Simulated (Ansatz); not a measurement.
An elastic tensor (GPa, Voigt order, standard axes) from the program Ansatz at the PBEsol level (PAW):

|  | 1 | 2 | 3 | 4 | 5 | 6 |
|---|---|---|---|---|---|---|
| 1 | 453 | 233 | 233 | 0.0 | 0.0 | 0.0 |
| 2 | 233 | 453 | 233 | 0.0 | 0.0 | 0.0 |
| 3 | 233 | 233 | 453 | 0.0 | 0.0 | 0.0 |
| 4 | 0.0 | 0.0 | 0.0 | 228 | 0.0 | 0.0 |
| 5 | 0.0 | 0.0 | 0.0 | 0.0 | 228 | 0.0 |
| 6 | 0.0 | 0.0 | 0.0 | 0.0 | 0.0 | 228 |

Q: Which compound is it?
A. Cu3Pt, Cu3Au type
B. CuAu3, Cu3Au type
C. ScGa3, Cu3Au type
D. HfIr3, Cu3Au type

A: D, HfIr3, Cu3Au type

Space group Pm-3m (Cu3Au type). The workflow started from a Materials Project entry (that database holds measured and hypothetical structures alike); the Crystallography Open Database files this formula in space group No. 221, but the cells were not matched. Whether it is the stable phase at ambient conditions was not checked. Symmetry was held in the PBEsol relaxation; of distortions, only those at the zone centre were tested. The run is not spin-polarised. As this level gives no gap, shear constants depend on the k-mesh and smearing (Fermi–Dirac, 0.1 eV here). Spin–orbit coupling is left out wherever it is not named.

Potentials: the later of the program's two PAW sets.
